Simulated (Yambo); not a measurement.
G0W0@PBEsol for K₂PtC₂ (space group P-3m1, No. 164) in Yambo. Reference settings: 3×3×2 Γ-centred k mesh, bands 9 to 258 and a 6 Ry block in the screening, 258 bands in G with the Bruneval-Gonze terminator, plasmon pole fitted at 27.2 eV. The PBEsol gap A → (0, 0.333, -0.5) on this mesh is 0.90 eV; G0W0 gaps are taken between the same points.

The settings were changed. The gap went from 1.67 eV to 1.64 eV, and the shift of the valence edge from -0.32 eV to -0.15 eV.

Problem. Which change was made?
A) 108 bands in G, no terminator
B) pole fitted at 55 eV
C) 108 bands in W, 108 bands in G
D) 1 Ry block

Solution. D, 1 Ry block. The others gave (gap, valence shift): 108 bands in G, no terminator: 1.42, 0.50 eV; 108 bands in W, 108 bands in G: 1.73, -0.03 eV; pole fitted at 55 eV: 1.67, -0.37 eV.

Spin-orbit coupling is included.

Geometry of the Materials Project entry, not relaxed at this level; primitive cell a = 5.1383 Å, b = 5.1383 Å, c = 5.1945 Å, α = 90.00°, β = 90.00°, γ = 120.00°.

The structure is a Materials Project entry; no match was found in the copy of COD used, and its stability was not checked.

A shift is the quasiparticle energy of the state minus its PBEsol energy.
